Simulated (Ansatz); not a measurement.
AlGaN$_{2}$:
```cif
data_AlGaN2
_chemical_formula_sum 'Al1 Ga1 N2'
_space_group_name_H-M_alt 'P 1'
_space_group_IT_number 1
_cell_length_a 3.13853
_cell_length_b 3.13853
_cell_length_c 4.42236
_cell_angle_alpha 90.000
_cell_angle_beta 90.000
_cell_angle_gamma 90.000
loop_
_space_group_symop_operation_xyz
  'x, y, z'
loop_
_atom_site_label
_atom_site_type_symbol
_atom_site_fract_x
_atom_site_fract_y
_atom_site_fract_z
_atom_site_occupancy
Al1 Al 0.50000 0.50000 0.50000 1
Ga1 Ga 0.00000 0.00000 0.00000 1
N1 N 0.50000 0.00000 0.73908 1
N2 N 0.00000 0.50000 0.26092 1
```

This is the r²SCAN-relaxed structure.

Q: All from plane-wave PAW r²SCAN (Ansatz code), unless another level is named. Predict the highest zone-centre frequency (without LO–TO term).

A: 708 cm^-1.

Q: What about the bulk modulus (Birch–Murnaghan fit)?

A: 203 GPa.

Space group P-4m2. The first step of the workflow began from a Materials Project structure, measured or hypothetical; the Crystallography Open Database copy checked does not list it. With Al and Ga taken as one species the cell has the higher symmetry F-43m, so it may be an ordered model of a mixed-site phase. Its standing as an ambient phase is unchecked. Symmetry was held in the r²SCAN relaxation; of distortions, only those at the zone centre were tested.

Potentials: the later of the program's two PAW sets.
